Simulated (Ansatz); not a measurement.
Ge:
```
Ge
1.0
    0.00000     2.83668     2.83668
    2.83668     0.00000     2.83668
    2.83668     2.83668     0.00000
Ge
2
Direct
  0.50000   0.50000   0.50000
  0.75000   0.75000   0.75000
```

Relaxed with r²SCAN.

Task: List the phonon frequencies at the special points (DFPT on a 4×4×4 q-mesh, Fourier-interpolated; plane-wave PAW r²SCAN (Ansatz code)).

Result: In cm⁻¹.

| q | frequencies |
|---|---|
| Γ | 0 0 0 297 297 297 |
| X | 83 83 238 238 266 266 |
| U | 90 113 208 214 265 277 |
| K | 90 113 208 214 265 277 |
| L | 64 64 223 236 282 282 |
| W | 114 114 203 203 269 269 |

Space group Fd-3m (diamond). The r²SCAN relaxation kept the symmetry of its start; phonons on a q-mesh show no instability.

Potentials: the later of the program's two PAW sets.
